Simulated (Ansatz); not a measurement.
# Vibrational response of HfSn$_{3}$S$_{8}$

Level of theory: DFT PBE, scalar-relativistic, plane waves, PAW in Ansatz. Settings: 420 eV plane-wave cutoff, Γ-centred 6×6×4 mesh, fixed occupations. No spin polarisation. Phonons by linear response, acoustic sum rule imposed.

Relaxed structure:
```
CELL_PARAMETERS angstrom
7.39680 0.00000 0.00000
-3.69840 6.40581 0.00000
0.00000 0.00000 6.95039
ATOMIC_POSITIONS crystal
Hf 0.00000 0.00000 0.00000
Sn 0.50000 0.50000 0.00000
Sn 0.50000 0.00000 0.00000
Sn 0.00000 0.50000 0.00000
S 0.66930 0.83465 0.21246
S 0.66667 0.33333 0.21079
S 0.16535 0.83465 0.21246
S 0.16535 0.33070 0.21246
S 0.83465 0.66930 0.78754
S 0.83465 0.16535 0.78754
S 0.33333 0.66667 0.78921
S 0.33070 0.16535 0.78754
```

The structure comes from a generated guess, relaxed at this level; another structure or a mixture of phases may lie lower. Spin–orbit coupling is left out, which matters for heavy elements. Modes under 40 cm⁻¹ are poorly fixed. No dispersion correction is applied, so modes and constants that involve weak contacts between layers, chains or molecules come out too soft.

Optical modes at Γ (transverse, no macroscopic field):
```
frequency (cm⁻¹)  degeneracy  IR intensity of the level ((D/Å)²/amu)
              27           1                                    0.01
              51           2                                    3.78
              70           1                                    0.00
              71           2                                    3.00
             135           2                                    3.95
             147           1                                    0.00
             149           1                                    0.01
             174           2                                  121.49
             187           2                                    0.00
             188           2                                    0.00
             192           1                                    0.00
             227           2                                    0.24
             241           1                                    0.00
             252           2                                    0.00
             257           2                                    2.12
             260           1                                    0.02
             279           2                                    0.00
             284           1                                    0.00
             289           2                                    0.12
             290           1                                    0.29
             319           1                                    0.00
             327           1                                    2.53
```

All 33 optical modes at Γ are real: no displacement of atoms at fixed cell lowers the energy to second order. Strains and modes at other wave vectors aren't tested by this run.

| Property | Result |
| --- | --- |
| Electronic dielectric constant ε∞ (principal values) | 3.27, 8.29, 8.29 |
| Static dielectric constant ε0 (principal values) | 3.5, 28.7, 28.7 |
| Refractive index √ε∞, mean | 2.57 |
| Kohn–Sham gap on the mesh | 0.90 eV |
| Cost | 22 min on 4 threads of Arm Neoverse V1, on a shared host, peak memory 6.5 GiB |

Born effective charges (e):
```tsv
atom	Z*xx	Z*yy	Z*zz	mean
Hf (atom 1)	7.05	7.05	1.39	5.16
Sn (atom 2)	4.90	5.30	1.07	3.76
S (atom 5)	-3.07	-2.81	-0.61	-2.17
S (atom 6)	-2.35	-2.35	-0.45	-1.72
```

The modes are given without the long-range field that lifts LO modes in polar crystals.
